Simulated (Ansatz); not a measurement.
# What a change of settings does: La3Sb (L12 type)

First run: DFT, r2SCAN, PAW with Ansatz's default frozen-core files, scalar-relativistic (Ansatz 0.2.0).

Command: `ansatz run input.yaml --threads 1 --pin off --max-ram 3072MiB --backend cpu --events-out ev --progress --plain --runs-dir out` It took 22 s on 1 thread of Intel(R) Xeon(R) 6975P-C (Granite Rapids), with other jobs on the host, peak memory 0.63 GiB.

```yaml
crystal:
  lattice:
    - [4.6471202473, 0.0, 0.0]
    - [0.0, 4.6471202473, 0.0]
    - [0.0, 0.0, 4.6471202473]
  atoms:
    - { symbol: Sb, position: [0.0, 0.0, 0.0] }
    - { symbol: La, position: [0.0, 0.5, 0.5] }
    - { symbol: La, position: [0.5, 0.0, 0.5] }
    - { symbol: La, position: [0.5, 0.5, 0.0] }
kpoints:
  mp_grid: { grid: [7, 7, 7] }
  band_path:
    path:
      - [0.0, 0.0, 0.0]
      - [0.0, 0.5, 0.0]
      - [0.5, 0.5, 0.0]
      - [0.0, 0.0, 0.0]
      - [0.5, 0.5, 0.5]
      - [0.0, 0.5, 0.0]
      - [0.5, 0.5, 0.5]
      - [0.5, 0.5, 0.0]
    npoints: 14
scf:
  occupations: { method: fermi_dirac, width: 0.05 }
hamiltonian:
  xc: r2scan
  pseudopotentials: { kind: paw }
output:
  forces: true
  stress: true
  eigenvalues: true
  populations: true
  bader: true
  write_density: true
  write_potential: true
  elf: true
  volumetric_format: npy
```

The cell comes from a relaxation on PAW files under the same functional, begun from a prototype that needn't be the stable phase.

This run: volume at 0.8 of the series' base cell.

It converges in 8 SCF iterations at a pressure of 17.08 GPa, cutoff 500 eV.

The input is then changed:

```diff
   pseudopotentials: { kind: paw }
+  hubbard: { sites: [{ species: La, l: f, u_eff: 5.0 }], double_counting: fll }
 output:
   populations: true
-  bader: true
   write_density: true
```

**Question.** Predict the outcome of the changed run.

**Answer.** It converges in 9 SCF iterations at a pressure of 20.8 GPa, cutoff 500 eV.
